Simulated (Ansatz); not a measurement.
Level of theory: DFT PBE, scalar-relativistic, plane waves, PAW (Ansatz 0.2.0). Cutoff 420 eV, Γ-centred meshes of about 0.25 Å⁻¹ or finer for metals and 0.3 Å⁻¹ for insulators (2π included), Gaussian smearing. No spin polarisation.

A search over trial structures of Bi6Te gave this relaxed cell.

```
Bi Te
1.0
     4.05556   -2.28602    0.00000
     4.05556    2.28602    0.00000
    -3.74611    0.00000   13.50571
Bi Te
6 1
Direct
  0.87394 0.87394 0.56518
  0.55875 0.55875 0.72262
  0.12606 0.12606 0.43482
  0.44125 0.44125 0.27738
  0.69741 0.69741 0.14651
  0.30259 0.30259 0.85349
  0.00000 0.00000 0.00000
```

Problem. Is this structure dynamically stable?

Solution. As far as tested, yes. The phonons at Γ show no imaginary mode. (Phonon run: 8×8×4 k mesh, Gaussian smearing of 0.10 eV.) After random moves of the atoms it relaxes back. Other q points weren't tested. The optical modes at Γ run from 25 to 105 cm⁻¹. Bi on its first site has 5 Bi at 3.09–3.26 Å and 1 Bi at 3.80 Å; Bi on its second site is surrounded by 5 Bi at 3.12–3.25 Å and 1 Bi at 3.80 Å; Bi on its third site has 3 Bi at 3.12–3.25 Å, 2 Te at 3.20 Å and 1 Te at 3.60 Å; Te is surrounded by 4 Bi at 3.20 Å and 2 Bi at 3.60 Å.

These runs have no spin–orbit coupling, which can matter for Bi and Te. Phonons of metals hang on the k mesh and the smearing.
